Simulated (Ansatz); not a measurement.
A: TiAl (CuAu type, space group P4/mmm), a = 2.8241 Å, b = 2.8241 Å, c = 4.0706 Å, α = 90.00°, β = 90.00°, γ = 90.00°
B: Al₂O₃ (corundum), a = 4.8080 Å, b = 4.8080 Å, c = 13.1216 Å, α = 90.00°, β = 90.00°, γ = 120.00°
C: ZnS (wurtzite), a = b = 3.845 Å, c = 6.306 Å, α = β = 90.00°, γ = 120.00°

Scan: energy against volume (even scaling of the relaxed cell, symmetry kept). One method and one kind of scan serve all of them; meshes and ranges differ. All were relaxed with their symmetry unable to fall. The PAW data are Ansatz's earlier set. TiAl is run without spin polarisation.

Task: Rank these by bulk modulus at fixed cell shape (fitted) (lowest first), as PBE (plane waves to 420 eV, PAW, scalar-relativistic; Ansatz, a program for electronic structure) gives it.

Result: C (69.2 GPa), A (113 GPa), B (230 GPa)

(A scan under strain: stresses follow from slopes of the energy per volume, elastic moduli from its curvatures.)
